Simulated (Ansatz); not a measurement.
HfO2:
```cif
data_Hf4O8
_chemical_formula_sum 'Hf4 O8'
_space_group_name_H-M_alt 'P 1'
_space_group_IT_number 1
_cell_length_a 5.11395
_cell_length_b 5.18178
_cell_length_c 5.29520
_cell_angle_alpha 90.000
_cell_angle_beta 99.467
_cell_angle_gamma 90.000
loop_
_space_group_symop_operation_xyz
  'x, y, z'
loop_
_atom_site_label
_atom_site_type_symbol
_atom_site_fract_x
_atom_site_fract_y
_atom_site_fract_z
_atom_site_occupancy
Hf1 Hf 0.27620 0.04183 0.20822 1
Hf2 Hf 0.72380 0.54183 0.29178 1
Hf3 Hf 0.72380 0.95817 0.79178 1
Hf4 Hf 0.27620 0.45817 0.70822 1
O1 O 0.07009 0.33381 0.34396 1
O2 O 0.92991 0.83381 0.15604 1
O3 O 0.92991 0.66619 0.65604 1
O4 O 0.07009 0.16619 0.84396 1
O5 O 0.44796 0.75768 0.47851 1
O6 O 0.55204 0.25768 0.02149 1
O7 O 0.55204 0.24232 0.52149 1
O8 O 0.44796 0.74232 0.97851 1
```

Relaxed with r²SCAN.

Give the optical modes at the zone centre with their infrared activity from DFPT, r²SCAN (plane waves, PAW; program Ansatz).

Transverse frequencies, without the LO–TO term; a row sums one degenerate level.

```csv
ω (cm⁻¹),degeneracy,IR ((D/Å)²/amu),activity,symmetry
113,1,0.00,IR-inactive,Ag
130,1,0.08,IR,Au
130,1,0.00,IR-inactive,Bg
131,1,0.00,IR-inactive,Ag
147,1,0.00,IR-inactive,Ag
165,1,0.00,IR-inactive,Bg
181,1,1.09,IR,Au
227,1,18.02,IR,Bu
242,1,0.00,IR-inactive,Bg
248,1,0.73,IR,Bu
255,1,0.00,IR-inactive,Ag
256,1,19.15,IR,Au
312,1,67.20,IR,Bu
320,1,0.00,IR-inactive,Ag
328,1,28.47,IR,Bu
337,1,0.00,IR-inactive,Bg
341,1,34.97,IR,Au
378,1,0.00,IR-inactive,Ag
385,1,37.74,IR,Bu
395,1,0.00,IR-inactive,Bg
407,1,28.74,IR,Au
493,1,0.00,IR-inactive,Ag
501,1,12.74,IR,Au
510,1,20.09,IR,Bu
514,1,0.00,IR-inactive,Bg
549,1,0.00,IR-inactive,Bg
570,1,0.00,IR-inactive,Ag
599,1,11.55,IR,Au
630,1,0.00,IR-inactive,Bg
655,1,0.07,IR,Au
663,1,0.00,IR-inactive,Ag
731,1,13.81,IR,Bu
770,1,0.00,IR-inactive,Bg
```

How high does the top mode go among those that the LO–TO term moves?

803 cm⁻¹ for q along x, 742 cm⁻¹ for q along y, 733 cm⁻¹ for q along z.

Space group P2_1/c. The cell was relaxed with r²SCAN under the symmetry of its start. The run is not spin-polarised. Scalar-relativistic: spin–orbit coupling is off unless named, which matters more the heavier the elements.

Potentials: the later of the program's two PAW sets.
